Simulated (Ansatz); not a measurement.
K₃Cu₃P₂:
```yaml
crystal:
  lattice:
    - [2.80081, 1.61705, 6.60492]
    - [-2.80081, 1.61705, 6.60492]
    - [0.00000, -3.23410, 6.60492]
  atoms:
    - { symbol: K, position: [0.90849, 0.90849, 0.90849] }
    - { symbol: K, position: [0.09151, 0.09151, 0.09151] }
    - { symbol: K, position: [0.50000, 0.50000, 0.50000] }
    - { symbol: Cu, position: [0.50000, 0.00000, 0.50000] }
    - { symbol: Cu, position: [0.50000, 0.50000, 0.00000] }
    - { symbol: Cu, position: [0.00000, 0.50000, 0.50000] }
    - { symbol: P, position: [0.25590, 0.25590, 0.25590] }
    - { symbol: P, position: [0.74410, 0.74410, 0.74410] }
```

Relaxed with PBEsol.

**Question.** Give the Bader charges and basin volumes of the independent atoms, PBEsol in the plane-wave PAW code Ansatz.

**Answer.** 

```
atom  Bader charge (e)  Bader volume (Å³)
----  ----------------  -----------------
K1               +0.71               20.1
K3               +0.76               22.4
Cu4              -0.05               18.9
P7               -1.02               30.1
```

Space group R-3m. The first step of the workflow began from a Materials Project structure, measured or hypothetical; the Crystallography Open Database files this formula in space group No. 166, but the cells were not matched. Its standing as an ambient phase is unchecked. Symmetry was held in the PBEsol relaxation; its stability against distortions is not shown here. The run is not spin-polarised.

Potentials: the later of the program's two PAW sets.
